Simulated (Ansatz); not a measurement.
Input and output for CaPt (rocksalt type): DFT, r2SCAN, PAW with Ansatz's default frozen-core files, scalar-relativistic (Ansatz 0.2.0). This run: volume at 0.9 of the series' base cell.

The cell comes from a relaxation on PAW files under the same functional, begun from a prototype that needn't be the stable phase.

Command: `ansatz run input.yaml --threads 1 --pin off --max-ram 2048MiB --backend cpu --events-out ev --progress --plain --runs-dir out` It took 32 s on 1 thread of Arm Neoverse N1, with other jobs on the host, peak memory 0.51 GiB.

```yaml
crystal:
  lattice:
    - [0.0, 2.7983914558, 2.7983914558]
    - [2.7983914558, 0.0, 2.7983914558]
    - [2.7983914558, 2.7983914558, 0.0]
  atoms:
    - { symbol: Ca, position: [0.0, 0.0, 0.0] }
    - { symbol: Pt, position: [0.5, 0.5, 0.5] }
kpoints:
  mp_grid: { grid: [12, 12, 12] }
  band_path:
    path:
      - [0.0, 0.0, 0.0]
      - [0.5, 0.0, 0.5]
      - [0.625, 0.25, 0.625]
      - [0.375, 0.375, 0.75]
      - [0.0, 0.0, 0.0]
      - [0.5, 0.5, 0.5]
      - [0.5, 0.25, 0.75]
      - [0.5, 0.0, 0.5]
    npoints: 14
scf:
  occupations: { method: fermi_dirac, width: 0.05 }
hamiltonian:
  xc: r2scan
  pseudopotentials: { kind: paw }
output:
  forces: true
  stress: true
  eigenvalues: true
  populations: true
  bader: true
  write_density: true
  write_potential: true
  elf: true
  volumetric_format: npy
```

Output:

```
Engine: ansatz 0.2.0
Pseudopotentials: kind: paw
Pseudopotential: Ca, paw, valence charge 10, recommended cutoff 500 eV (meta_gga), Ca.paw.azcp
Pseudopotential: Pt, paw, valence charge 18, recommended cutoff 500 eV (meta_gga), Pt.paw.azcp
Functional definition: r2SCAN
  parameter k0 = 0.174
  parameter k1 = 0.065
  parameter a1 = 4.9479
  exchange = r2scan_x(k0 = k0, k1 = k1, a1 = a1)
  correlation = r2scan_c
Crystal: 2 atoms, lattice volume = 43.828 Å³
Basis set: ecut = 500 eV, 1139 PW (Γ), exchange–correlation on 120×120×120 points (64 copies of the dense FFT grid, shifted against one another)
Bands: 18, of which v1, the nominal top of the filled ones, is band 14 counted from 1 (13 counted from 0)
Symmetry: 48 space group operations
Space group: Fm-3m (ITA 225), of the structure as read, at distance tolerance 3.5e-5 Å
k-points: 72 of 1728
Non-local potential: Ca, projectors of the file, l = 0: 3, l = 1: 2, l = 2: 2
Non-local potential: Pt, projectors of the file, l = 0: 3, l = 1: 2, l = 2: 2, l = 3: 1
PAW form: soft (Blöchl's): semilocal exchange-correlation on the pseudo side does not see the compensation charge
PAW frozen core: Ca, regenerated for the run's functional (the file was generated under x = pbe(κ = 0.804, μ = 0.2195149727645171), c = pbe(β = 0.06672455060314922))
PAW frozen core: Pt, regenerated for the run's functional (the file was generated under x = pbe(κ = 0.804, μ = 0.2195149727645171), c = pbe(β = 0.06672455060314922))
PAW one-centre angular grid: Ca, 302 points (default); XC on 160 Gauss nodes
PAW one-centre angular grid: Pt, 590 points (default); XC on 160 Gauss nodes
Initial density: superposition of atomic densities (neutral atoms: chi_scale 0, normalization atom), corrected by the library's trained network
Initial wavefunctions: pseudopotential atomic-orbital guess
Functional: x = r2scan, c = r2scan; τ floored in thin density (d = 2e-4 eV/Å³)
SCF iter   1: F=—  HF=-14359.729453 eV  |F-HF|=—  |Δ(HF+E_count)|=         —  Δρ=1.79e-2  dr2=2.37e-1  dr2_τ=4.53e-2  ethr=1.77e-3  ⟨swp⟩=6.7  Hψ=7199  notcnv=0
preconditioner: auto → none  [insulator: Δε(μ)=0.570 eV  Ē_g=12.803 eV  σ=0.050 eV  W_gap=0.51  n_scr=14 (ndim 8)  ℏωp=23.8 eV  f_vac=0.000  D(μ)=0.05/eV (n_scr^D=0)  ε∞_Penn≈4.5]
SCF iter   2: F=—  HF=-14359.806152 eV  |F-HF|=—  |Δ(HF+E_count)|=   7.67e-2  Δρ=1.77e-2  dr2=1.93e-1  dr2_τ=4.14e-2  ethr=8.46e-4  ⟨swp⟩=2.4  Hψ=2627  notcnv=0
SCF iter   3: F=—  HF=-14359.765125 eV  |F-HF|=—  |Δ(HF+E_count)|=   4.10e-2  Δρ=2.66e-3  dr2=2.50e-3  dr2_τ=8.62e-5  ethr=6.90e-4  ⟨swp⟩=2.0  Hψ=2010  notcnv=0
SCF iter   4: F=—  HF=-14359.765204 eV  |F-HF|=—  |Δ(HF+E_count)|=   7.91e-5  Δρ=8.99e-4  dr2=6.10e-4  dr2_τ=8.00e-5  ethr=8.92e-6  ⟨swp⟩=2.2  Hψ=2107  notcnv=0
SCF iter   5: F=—  HF=-14359.765100 eV  |F-HF|=—  |Δ(HF+E_count)|=   1.05e-4  Δρ=2.89e-4  dr2=6.69e-5  dr2_τ=1.54e-6  ethr=2.18e-6  ⟨swp⟩=2.4  Hψ=1590  notcnv=0
SCF iter   6: F=—  HF=-14359.765089 eV  |F-HF|=—  |Δ(HF+E_count)|=   1.07e-5  Δρ=2.43e-5  dr2=2.18e-7  dr2_τ=4.55e-8  ethr=2.39e-7  ⟨swp⟩=2.0  Hψ=1675  notcnv=0
SCF iter   7: F=-14359.765089 eV  HF=-14359.765089 eV  |F-HF|=6.15e-9  |Δ(HF+E_count)|=   3.76e-8  Δρ=4.02e-6  dr2=1.13e-8  dr2_τ=5.27e-10  ethr=3.57e-10  ⟨swp⟩=9.0  Hψ=8853  notcnv=0
SCF 1 converged in 7 iterations: F = -14359.765089 eV  dr2 = 1.13e-8
  greatest PAW one-centre occupation: 1.000 electrons in one spin orbital (limit 2), on the Pt atom at site 1 (counted from 0), in its partial waves of l = 0
NSCF: frozen V_eff on 99 k-points
SCF converged after 7 iterations
Free energy (F): -14359.765089 eV
Harris-Foulkes:  -14359.765089 eV  (|F-HF|=6.15e-9)
Internal energy: -14359.764680 eV  (E = F + TS)
E sigma→0 (E₀):  -14359.764884 eV
Entropy (-TS):   -0.000409 eV (-0.205 meV/atom)
Fermi energy:    11.393930 eV
--- Per-component energies (eV) ---
  E_band       = -418.275553
  E_kinetic    = 926.568189
  E_local      = -2878.802968  (includes V_loc(G=0)·N_el)
  E_nonlocal   = 267.952374
  E_hartree    = 1066.027368
  E_xc         = -389.205374
  E_vxc        = -535.662290  (∫ρ·V_xc dr)
  E_paw        = -10346.404178  (= ΣΔE_a)
  E_vpaw       = -364.524023  (= ΣTr[D̂ρ^β])
  E_aug_tail   = 0.000148  (compensation charges beyond the density's cutoff)
  E_vtau       = 34.132459  (kinetic-family band-sum trace: ∫τ·v_τ [+ j·A + Jᵃ·Aᵃ] dr)
  E_ewald      = -3005.448078
  E_core_change = -0.452160  (= ΣΔE_core)
  E_smearing   = -0.000409  (= −TS)
  E_closure    = -0.000000  (closes the sum)
  Σ components = -14359.765089   (vs F -14359.765089, Δ=0.00e0)
--- Forces (eV/Å), atoms counted from 1 ---
  atom   1  Ca    -0.00000000     0.00000000     0.00000000
  atom   2  Pt     0.00000000     0.00000000     0.00000000
  max |Σ_I F_I| component: 1.19e-28 eV/Å
--- Stress (GPa, compression-positive) ---
        7.532562       0.000000       0.000000
       -0.000000       7.532562       0.000000
        0.000000       0.000000       7.532562
  P = ⅓ Tr σ = 7.5326 GPa (75.326 kbar)
--- Band table (eV; the first three rows and the last of 72) ---
  k-point 0: bands = ["-86.9730", "-40.6767", "-40.6767", "-40.6767", "-29.3713", "-9.5223", "-9.5223", "-9.5223", "6.3386", "9.1890", "9.1890", "9.2916", "9.2916", "9.2916", "18.0290", "18.0290", "18.0290", "19.6588"]
  k-point 1: bands = ["-86.9730", "-40.6772", "-40.6767", "-40.6767", "-29.3699", "-9.5353", "-9.5258", "-9.5258", "6.4734", "9.2367", "9.2367", "9.2893", "9.3412", "9.3412", "17.7413", "17.9497", "17.9497", "19.2305"]
  k-point 2: bands = ["-86.9730", "-40.6786", "-40.6769", "-40.6769", "-29.3661", "-9.5707", "-9.5353", "-9.5353", "6.8659", "9.2953", "9.3583", "9.3583", "9.4968", "9.4968", "16.9216", "17.5762", "17.5762", "18.5893"]
  k-point 71: bands = ["-86.9729", "-40.6811", "-40.6811", "-40.6797", "-29.3512", "-9.6185", "-9.6185", "-9.6104", "9.3557", "9.3557", "9.3912", "9.9595", "10.3927", "10.6006", "14.6363", "14.6363", "15.1326", "18.5256"]
--- Löwdin populations: 2 sites ---
  site symbol       q [e]
     0     Ca      8.5667
     1     Pt     19.1025
  spilling = 0.011813 (of n_electrons = 28.000000)
--- Bader charges: 2 sites ---
  site symbol  charge [e]  shift [e]
     0     Ca      1.3486     0.0001
     1     Pt     -1.3486     0.0001
  estimated error of the sums over rays = 2.7e-4 e
```

populations.tsv:

```
# site	symbol	l	j	q
# orbitals = lowdin
# n_electrons = 28.000000
# spilling = 0.011813
0	Ca	0_3S	-	1.988421
0	Ca	0_4S	-	0.585569
0	Ca	1_3P	-	5.992728
1	Pt	0_5S	-	1.979553
1	Pt	0_6S	-	1.478703
1	Pt	1_5P	-	5.989383
1	Pt	2_5D	-	9.654880
```

bader_charges.tsv:

```
# site	symbol	x_ang	y_ang	z_ang	partial_charge_e	electrons	volume_ang3	relative_density_drop	shared_charge_e	partial_wave_shift_e
# quadrature_error_electrons = 2.7e-4
0	Ca	0.0000	0.0000	0.0000	1.34858	18.65142	12.20	-	1.34858	0.00013
1	Pt	2.7984	2.7984	2.7984	-1.34858	79.34858	31.63	-	-1.34858	0.00013
```

Next run (volume at 0.7 of the series' base cell), as changes to the input before:

```diff
   lattice:
-    - [0.0, 2.7983914558, 2.7983914558]
-    - [2.7983914558, 0.0, 2.7983914558]
-    - [2.7983914558, 2.7983914558, 0.0]
+    - [0.0, 2.5735166141, 2.5735166141]
+    - [2.5735166141, 0.0, 2.5735166141]
+    - [2.5735166141, 2.5735166141, 0.0]
   atoms:
```

Command: `ansatz run input.yaml --threads 1 --pin off --max-ram 2048MiB --backend cpu --events-out ev --progress --plain --runs-dir out` It took 33 s on 1 thread of Arm Neoverse N1, with other jobs on the host, peak memory 0.47 GiB.

Results part of the output:

```
SCF 1 converged in 8 iterations: F = -14358.411748 eV  dr2 = 1.89e-9
  greatest PAW one-centre occupation: 1.000 electrons in one spin orbital (limit 2), on the Pt atom at site 1 (counted from 0), in its partial waves of l = 0
NSCF: frozen V_eff on 99 k-points
SCF converged after 8 iterations
Free energy (F): -14358.411748 eV
Harris-Foulkes:  -14358.411748 eV  (|F-HF|=9.46e-10)
Internal energy: -14358.411645 eV  (E = F + TS)
E sigma→0 (E₀):  -14358.411696 eV
Entropy (-TS):   -0.000103 eV (-0.052 meV/atom)
Fermi energy:    16.230133 eV
--- Per-component energies (eV) ---
  E_band       = -302.073459
  E_kinetic    = 938.590640
  E_local      = -2477.733724  (includes V_loc(G=0)·N_el)
  E_nonlocal   = 269.841104
  E_hartree    = 920.545165
  E_xc         = -393.242899
  E_vxc        = -541.080159  (∫ρ·V_xc dr)
  E_paw        = -10347.894676  (= ΣΔE_a)
  E_vpaw       = -366.763033  (= ΣTr[D̂ρ^β])
  E_aug_tail   = 0.000157  (compensation charges beyond the density's cutoff)
  E_vtau       = 33.979118  (kinetic-family band-sum trace: ∫τ·v_τ [+ j·A + Jᵃ·Aᵃ] dr)
  E_ewald      = -3268.065252
  E_core_change = -0.452160  (= ΣΔE_core)
  E_smearing   = -0.000103  (= −TS)
  E_closure    = 0.000000  (closes the sum)
  Σ components = -14358.411748   (vs F -14358.411748, Δ=0.00e0)
--- Forces (eV/Å), atoms counted from 1 ---
  atom   1  Ca    -0.00000000     0.00000000    -0.00000000
  atom   2  Pt     0.00000000     0.00000000     0.00000000
  max |Σ_I F_I| component: 5.13e-29 eV/Å
--- Stress (GPa, compression-positive) ---
       43.880039      -0.000000       0.000000
       -0.000000      43.880039       0.000000
        0.000000      -0.000000      43.880039
  P = ⅓ Tr σ = 43.8800 GPa (438.800 kbar)
--- Band table (eV; the first three rows and the last of 72) ---
  k-point 0: bands = ["-83.0744", "-36.8270", "-36.8270", "-36.8270", "-24.3422", "-4.5074", "-4.5074", "-4.5074", "10.0178", "12.5565", "12.5565", "12.6152", "12.6152", "12.6152", "23.5176", "23.5176", "23.5176", "25.8070"]
  k-point 1: bands = ["-83.0744", "-36.8289", "-36.8272", "-36.8272", "-24.3370", "-4.5432", "-4.5187", "-4.5187", "10.1994", "12.6181", "12.6408", "12.6408", "12.6905", "12.6905", "23.1318", "23.3999", "23.3999", "25.2692"]
  k-point 2: bands = ["-83.0743", "-36.8342", "-36.8277", "-36.8277", "-24.3228", "-4.6396", "-4.5495", "-4.5495", "10.7213", "12.6449", "12.8466", "12.8466", "12.9416", "12.9416", "22.1535", "22.9330", "22.9330", "24.3517"]
  k-point 71: bands = ["-83.0737", "-36.8427", "-36.8427", "-36.8378", "-24.2739", "-4.7553", "-4.7420", "-4.7420", "12.7802", "12.7802", "13.1726", "13.8113", "14.6271", "15.0580", "19.7351", "19.7351", "20.0836", "23.7784"]
--- Löwdin populations: 2 sites ---
  site symbol       q [e]
     0     Ca      8.5832
     1     Pt     19.0157
  spilling = 0.014323 (of n_electrons = 28.000000)
--- Bader charges: 2 sites ---
  site symbol  charge [e]  shift [e]
     0     Ca      1.2046     0.0015
     1     Pt     -1.2046     0.0015
  estimated error of the sums over rays = 2.9e-4 e
```

Spin–orbit coupling is left out, which matters for the heavy atoms. The PAW files were made under PBE.
